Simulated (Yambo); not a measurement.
```cif
data_BrRb
_chemical_formula_sum 'Br1 Rb1'
_space_group_name_H-M_alt 'P 1'
_space_group_IT_number 1
_cell_length_a 4.07168
_cell_length_b 4.07168
_cell_length_c 4.07168
_cell_angle_alpha 90.000
_cell_angle_beta 90.000
_cell_angle_gamma 90.000
loop_
_space_group_symop_operation_xyz
  'x, y, z'
loop_
_atom_site_label
_atom_site_type_symbol
_atom_site_fract_x
_atom_site_fract_y
_atom_site_fract_z
_atom_site_occupancy
Br1 Br 0.50000 0.50000 0.50000 1
Rb1 Rb 0.00000 0.00000 0.00000 1
```

RbBr (CsCl type, space group Pm-3m, No. 221) under isotropic strain (on all lattice vectors), counted from the cell relaxed with PBEsol, atoms relaxed at each step. norm-conserving PBEsol (Quantum ESPRESSO, 46 Ry, scalar-relativistic); G0W0 in Yambo (4×4×4 Γ-centred k mesh, 155 bands and a 10 Ry block in the screening, 155 bands in G with the Bruneval-Gonze terminator, plasmon pole fitted at 27.2 eV).

Unstrained, the direct gap at Γ is 4.19 eV in PBEsol and 6.68 eV in G0W0.

Task: How fast does it move with strain?

Result: Between -0.7 % and +1 % the direct gap at Γ has a volume deformation potential dE/dlnV of -3.1 eV in G0W0 and -3.4 eV in PBEsol. (G0W0: 6.741 eV at -0.7 %, 6.581 eV at +1 %; Δ ln V = 3 ln(1.01/0.993) = 0.0509.) Convergence of the GW settings isn't established. Spin-orbit splittings are left out.

This is not the ordinary phase of the substance; no match was found in the copy of COD used, and its stability was not checked.
